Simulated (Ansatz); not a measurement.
Suppose TaAl takes space group R-3m (No. 166), with Ta on 3b; Al on 3a. The cell of TaAl is invented: ordered superstructure of fcc (sublattice all; occupants of the shared sites, in ratio, Al: 1, Ta: 1).

Computed with DFT PBE, scalar-relativistic, plane waves, PAW (Ansatz 0.2.0). Cutoff 420 eV, Γ-centred mesh, Gaussian smearing, no spin polarisation.

Energies over the elements count from the elements' standard structures at the same level, with no fitted energy shifts.

Question: Predict the relaxed structure.

Answer:

Space group R-3m:H (No. 166). a = 2.922 Å, b = 2.922 Å, c = 14.081 Å, α = 90.00°, β = 90.00°, γ = 120.00°
```
atom  site  symmetry       x       y       z
  Ta    3b       -3m  0.6667  0.3333  0.8333
  Al    3a       -3m  0.0000  0.0000  0.0000
```

It has the CuPt (L1_1) type. Ta has 6 Al at 2.89 Å and 6 Ta at 2.92 Å; Al is surrounded by 6 Ta at 2.89 Å and 6 Al at 2.92 Å. Another local minimum with the same sites may exist.

Question: Where does its energy lie, and is it a metal?

Answer: The formation energy is −0.07 eV/atom and the gap on the 24×24×24 mesh of the 2-atom cell is 0 eV (a metal). Whether it is stable depends on the other phases of the system, which aren't compared here.

The last run used Gaussian smearing of 0.10 eV. These runs have no spin–orbit coupling, which can matter for Ta. Symmetry constrained the relaxation, so the result can be a saddle point.
